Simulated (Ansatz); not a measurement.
Harmonic vibrational thermodynamics of Be (hcp (Mg type), P6_3/mmc) at fixed volume, the program Ansatz at the r²SCAN level (PAW). The rows extrapolate the 0 K crystal and know nothing of melting or changes of phase.

```json
[
 {"T (K)": "50", "F_vib (meV/atom)": "96.2", "S (J/K per mol of atoms)": "0.0", "C_V (J/K per mol of atoms)": "0.1"},
 {"T (K)": "100", "F_vib (meV/atom)": "96.1", "S (J/K per mol of atoms)": "0.4", "C_V (J/K per mol of atoms)": "1.6"},
 {"T (K)": "200", "F_vib (meV/atom)": "94.2", "S (J/K per mol of atoms)": "3.7", "C_V (J/K per mol of atoms)": "9.2"},
 {"T (K)": "300", "F_vib (meV/atom)": "87.8", "S (J/K per mol of atoms)": "8.7", "C_V (J/K per mol of atoms)": "15.3"},
 {"T (K)": "400", "F_vib (meV/atom)": "76.2", "S (J/K per mol of atoms)": "?", "C_V (J/K per mol of atoms)": "?"},
 {"T (K)": "600", "F_vib (meV/atom)": "39.0", "S (J/K per mol of atoms)": "21.9", "C_V (J/K per mol of atoms)": "21.9"},
 {"T (K)": "800", "F_vib (meV/atom)": "-13.5", "S (J/K per mol of atoms)": "?", "C_V (J/K per mol of atoms)": "?"},
 {"T (K)": "1000", "F_vib (meV/atom)": "-78.0", "S (J/K per mol of atoms)": "?", "C_V (J/K per mol of atoms)": "?"}
]
```

Problem. Complete the blanks.

Solution. 
- 800, S (J/K per mol of atoms): 28.4
- 800, C_V (J/K per mol of atoms): 23.2
- 400, C_V (J/K per mol of atoms): 18.7
- 400, S (J/K per mol of atoms): 13.6
- 1000, C_V (J/K per mol of atoms): 23.8
- 1000, S (J/K per mol of atoms): 33.7

The r²SCAN relaxation kept the symmetry of its start; phonons on a q-mesh show no instability.

Potentials: the later of the program's two PAW sets.
